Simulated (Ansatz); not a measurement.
WC (WC type, space group P-6m2)

Space group P-6m2 (No. 187); a = b = 2.9220 Å, c = 2.8473 Å, α = β = 90.00°, γ = 120.00°

| atom | site | symmetry | x | y | z |
|---|---|---|---|---|---|
| W | 1a | -6m2 | 0.0000 | 0.0000 | 0.0000 |
| C | 1f | -6m2 | 0.6667 | 0.3333 | 0.5000 |

The relaxed cell is deformed in two ways at once: its volume V is scaled, and at that volume it is stretched along z (the c axis of the conventional cell) so that c/a changes. Fractional atomic positions are held.

Method: PBE (plane waves to 420 eV, PAW, scalar-relativistic; Ansatz, a first-principles code). k mesh 18×18×16 (Γ-centred), Fermi-Dirac smearing 0.05 eV. Energies are smeared free energies. With partly filled bands, the response to shear is sensitive to the k mesh, so small differences along c/a are uncertain. Spin-orbit coupling is left out, though W is heavy. The PAW data are Ansatz's earlier set. WC is run without spin polarisation. WC was relaxed with its symmetry unable to fall. The zero of ΔE is the relaxed starting cell.

Question: Estimate the ΔE (eV/atom) for all points of the grid V/V₀ = 0.960, 0.980, 1.000, 1.020, 1.040 by (c/a)/(c/a)₀ = 0.920, 0.960, 1.000, 1.040, 1.080.

Answer: ΔE (eV/atom), with V/V₀ across and (c/a)/(c/a)₀ down:

```csv
(c/a)/(c/a)₀ \ V/V₀,0.960,0.980,1.000,1.020,1.040
0.920,0.147,0.122,0.109,0.107,0.114
0.960,0.054,0.034,0.026,0.028,0.039
1.000,0.022,0.005,0.000,0.005,0.019
1.040,0.042,0.028,0.024,0.030,0.046
1.080,0.109,0.094,0.091,0.097,0.113
```

(A scan under strain: stresses follow from slopes of the energy per volume, elastic moduli from its curvatures.)
